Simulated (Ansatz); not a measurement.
# Varying the input for CaMn2Bi2

The reference input for Ansatz (plane-wave DFT with PAW):

```yaml
crystal:
  lattice:
    - [4.6263818529, 0.0, 0.0]
    - [-2.3131909265, 4.0065642123, 0.0]
    - [0.0, 0.0, 7.728792]
  atoms:
    - { symbol: Ca, position: [0.0, 0.0, 0.0] }
    - { symbol: Mn, position: [0.66666667, 0.33333333, 0.620735], spin: 4.0 }
    - { symbol: Mn, position: [0.33333333, 0.66666667, 0.379265], spin: 4.0 }
    - { symbol: Bi, position: [0.66666667, 0.33333333, 0.248809] }
    - { symbol: Bi, position: [0.33333333, 0.66666667, 0.751191] }
basis:
  ecutwfc: 420
kpoints:
  mp_grid: { grid: [6, 6, 2] }
hamiltonian:
  xc: pbe
scf:
  occupations: { method: gaussian, width: 0.1 }
  lower_state_search: "off"
output:
  forces: true
  stress: true
  eigenvalues: true
  populations: true
magnetization:
  spin_polarized: true
```

Command:

```bash
ansatz run input.yaml --threads 1 --pin off --max-ram 1331MiB --backend cpu --events-out ev --progress --plain --runs-dir out
```

The run converges in 13 SCF iterations on 14 irreducible k-points: pressure -0.33 GPa, largest force 0.034 eV/Å, no gap, cell moment 9.08 μB.

These settings were drawn at random to show what each does; none of the numbers is a converged property of the crystal. Each trial's input is given as a difference from the reference's; energies are extrapolated to zero smearing where there is one, and pressure is positive in compression.

**Question.** Trial 1:

```diff
 crystal:
   atoms:
-    - { symbol: Mn, position: [0.66666667, 0.33333333, 0.620735], spin: 4.0 }
-    - { symbol: Mn, position: [0.33333333, 0.66666667, 0.379265], spin: 4.0 }
+    - { symbol: Mn, position: [0.6666666667, 0.3333333333, 0.620735], spin: 4.58 }
+    - { symbol: Mn, position: [0.3333333333, 0.6666666667, 0.379265], spin: 4.58 }
 kpoints:
-  mp_grid: { grid: [6, 6, 2] }
+  mp_grid: { grid: [3, 3, 1] }
 scf:
-  occupations: { method: gaussian, width: 0.1 }
+  occupations: { method: cold, width: 0.4 }
+  n_extra_bands: 0
+  max_iter: 95
```

What does the program give?

**Answer.** The program refuses the input:

```text
Error: inconsistent input (scf.n_extra_bands): n_bands = 35 cannot host the net starting moment |Σ_I m_I| = 9.1600 μB: with N_el = 70 the majority spin channel must hold (N_el + |M|)/2 = 39.5800 electrons at no more than one per band — at least 40 bands (35 bands cap the reachable moment at 2·n_bands − N_el = 0.0000 μB) …
```

Next try, with these keys changed back:

```diff
 scf:
-  n_extra_bands: 0
```

The run converges in 13 SCF iterations on 3 irreducible k-points: energy 37.4 meV per atom below the reference, pressure -1.35 GPa, largest force 0.158 eV/Å, no gap, cell moment 8.76 μB. It warns that the state wasn't tested for a lower one.

**Question.** Trial 2:

```diff
 crystal:
   atoms:
-    - { symbol: Mn, position: [0.66666667, 0.33333333, 0.620735], spin: 4.0 }
-    - { symbol: Mn, position: [0.33333333, 0.66666667, 0.379265], spin: 4.0 }
+    - { symbol: Mn, position: [0.6666666667, 0.3333333333, 0.620735], spin: 4.58 }
+    - { symbol: Mn, position: [0.3333333333, 0.6666666667, 0.379265], spin: 4.58 }
 kpoints:
-  mp_grid: { grid: [6, 6, 2] }
+  mp_grid: { grid: [3, 3, 1] }
 hamiltonian:
-  xc: pbe
+  xc: pw92
 scf:
-  occupations: { method: gaussian, width: 0.1 }
+  occupations: { method: fermi_dirac, width: "1000 K" }
```

What happens?

**Answer.** The run converges in 13 SCF iterations on 3 irreducible k-points: pressure -5.97 GPa, largest force 0.424 eV/Å, no gap, cell moment 8.48 μB.